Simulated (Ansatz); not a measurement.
LiAlSi2H2O7: checking a database structure before trusting its electric field gradients

The cell is a Materials Project structure (computed, not necessarily an observed phase).

```
Li Al Si H O
1.0
     4.99206    0.00000    0.00000
    -0.00699    7.70566    0.00000
    -0.01396   -3.59497    7.92217
Li Al Si H O
2 2 4 4 14
Direct
  0.86897 0.12467 0.30061
  0.36689 0.85383 0.68835
  0.87435 0.06299 0.62023
  0.36718 0.09319 0.09997
  0.30152 0.51382 0.10874
  0.37508 0.93733 0.38050
  0.80255 0.49709 0.89669
  0.86733 0.90300 0.89354
  0.67544 0.46286 0.48559
  0.79644 0.45746 0.32010
  0.17355 0.51365 0.51590
  0.29921 0.52921 0.68394
  0.32995 0.56709 0.59114
  0.18636 0.95764 0.91318
  0.83428 0.67454 0.84156
  0.73961 0.94122 0.73654
  0.89129 0.30689 0.73995
  0.19729 0.97123 0.54838
  0.24292 0.04237 0.26847
  0.70912 0.02686 0.07017
  0.33450 0.33595 0.15773
  0.98691 0.53684 0.06469
  0.39486 0.70614 0.26988
  0.67820 0.01918 0.43845
  0.48583 0.49089 0.94500
  0.83062 0.41363 0.40889
```

Sites (sets of like atoms) are named by element and the number of their first atom in this list.

All values are calculated (Ansatz; DFT, PBE, plane waves and PAW, scalar-relativistic, 420 eV cutoff, Γ-centred 5×3×3 k-points, Fermi–Dirac smearing 0.02 eV), not measured.

**Question.** Do the atoms and the cell lie near the calculated equilibrium?

**Answer.** Nearly. The largest force is 0.15 eV/Å, on atom 9 (H: 1 O at 0.99 Å; also 1 O at 1.96 Å), and the pressure is 0.2 GPa.
